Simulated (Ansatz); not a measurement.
## V (bcc)

Computed with Ansatz (plane waves, PAW, 420 eV cutoff): LDA, scalar-relativistic, collinear spin, 20×20×20 k-mesh, Gaussian smearing of 0.05 eV; PAW files: Ansatz's generated set soft_2.

```cif
data_structure
_symmetry_space_group_name_H-M 'P 1'
_symmetry_Int_Tables_number 1
_cell_length_a 2.5337
_cell_length_b 2.5337
_cell_length_c 2.5337
_cell_angle_alpha 109.471
_cell_angle_beta 109.471
_cell_angle_gamma 109.471
_cell_volume 12.52
loop_
_atom_site_label
_atom_site_type_symbol
_atom_site_fract_x
_atom_site_fract_y
_atom_site_fract_z
_atom_site_occupancy
V1 V 0.00000 0.00000 0.00000 1
```

Magnetic state: non-magnetic, site spin moments none.

**Question.** Which orbitals carry the states at the Fermi level, and how many states are there?

**Answer.** Within 0.1 eV of it: V 3d 92 %, V 4s 8 % (shares among the projected shells). The density of states at the Fermi level is about 1.7 states/eV per cell, averaged over 0.3 eV.

Density of states (tetrahedra, averaged over 0.5 eV; states/eV per cell of 1 atom; energy in eV from the Fermi level; projections on Löwdin-orthogonalised atomic orbitals, summed over sites):

```tsv
E	total	V 3d down	V 3d up	V 4s
-6.60	0.01	0.00	0.00	0.01
-6.10	0.05	0.00	0.00	0.05
-5.60	0.08	0.00	0.00	0.07
-5.10	0.10	0.00	0.00	0.09
-4.60	0.13	0.01	0.01	0.11
-4.10	0.19	0.02	0.02	0.14
-3.60	0.37	0.08	0.08	0.20
-3.10	0.94	0.34	0.34	0.25
-2.60	1.36	0.55	0.55	0.22
-2.10	0.99	0.44	0.44	0.09
-1.60	0.73	0.35	0.35	0.02
-1.10	2.03	0.97	0.97	0.02
-0.60	1.60	0.72	0.72	0.08
-0.10	1.89	0.82	0.82	0.15
0.40	0.86	0.36	0.36	0.06
0.90	0.49	0.20	0.20	0.03
1.40	0.68	0.31	0.31	0.02
1.90	1.36	0.66	0.66	0.01
2.40	2.06	1.02	1.02	0.01
2.90	2.74	1.35	1.35	0.03
3.40	1.43	0.66	0.66	0.08
3.90	1.00	0.45	0.45	0.08
```

With 13 valence electrons in the calculation's cell and no magnetic order, the bands, two electrons each, can't all be full or empty: band theory demands a metal. (Only strong correlation, outside this picture, could make a Mott insulator of it.) The relaxed cell is 9 % smaller in volume than the cell of this structure in the Crystallography Open Database (13.78 Å³/atom, 2012).
